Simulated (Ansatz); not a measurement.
ZnS in space group P4_2/mmc (No. 131; Zn on 2c, S on 2e) under volume change, plane-wave PAW PBE (Ansatz code), shape and atoms relaxed at each volume.

| V (Å³/atom) | E − E(relaxed) (meV/atom) | P (GPa) |
|---|---|---|
| 19.495 | 34.0 | 6.12 |
| 20.138 | 14.3 | 3.74 |
| 20.781 | 3.4 | 1.74 |
| 21.424 | 0.0 | 0.00 |
| 22.066 | 3.2 | -1.55 |
| 22.709 | 12.1 | -2.85 |
| 23.352 | 25.6 | -3.87 |

What does a third-order Birch–Murnaghan fit give for V₀, B₀ and B′?

V₀ = 21.41 Å³/atom, B₀ = 53.9 GPa, B′ = 4.1.

A made-up cell: these elements were put on the sites of a structure type; neither database checked (COD, Materials Project) lists it. It is not the phase usual at ambient conditions (space group No. 186, 216). Symmetry was held in the PBE relaxation; its stability against distortions is not shown here.

Potentials: the later of the program's two PAW sets.
